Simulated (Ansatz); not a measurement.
GePt in space group Pnma (No. 62; Pt on 4c, Ge on 4c) under volume change, PBEsol in the plane-wave PAW code Ansatz, shape and atoms relaxed at each volume.

| V (Å³/atom) | E − E(relaxed) (meV/atom) | P (GPa) |
|---|---|---|
| 14.711 | 83.5 | 20.30 |
| 15.196 | 34.7 | 12.21 |
| 15.681 | 8.1 | 5.54 |
| 16.166 | 0.0 | 0.00 |
| 16.651 | … | … |
| 17.136 | … | … |
| 17.621 | 56.1 | -11.20 |

**Question.** What belongs in the gaps?

**Answer.** 
- 17.136, E − E(relaxed) (meV/atom): 26.6
- 17.136, P (GPa): -8.20
- 16.651, E − E(relaxed) (meV/atom): 7.1
- 16.651, P (GPa): -4.53

**Question.** What does a third-order Birch–Murnaghan fit give for V₀, B₀ and B′?

**Answer.** V₀ = 16.17 Å³/atom, B₀ = 166 GPa, B′ = 5.6.

The PBEsol relaxation kept the symmetry of its start. The run is not spin-polarised. Spin–orbit coupling is left out wherever it is not named.

Potentials: the later of the program's two PAW sets.
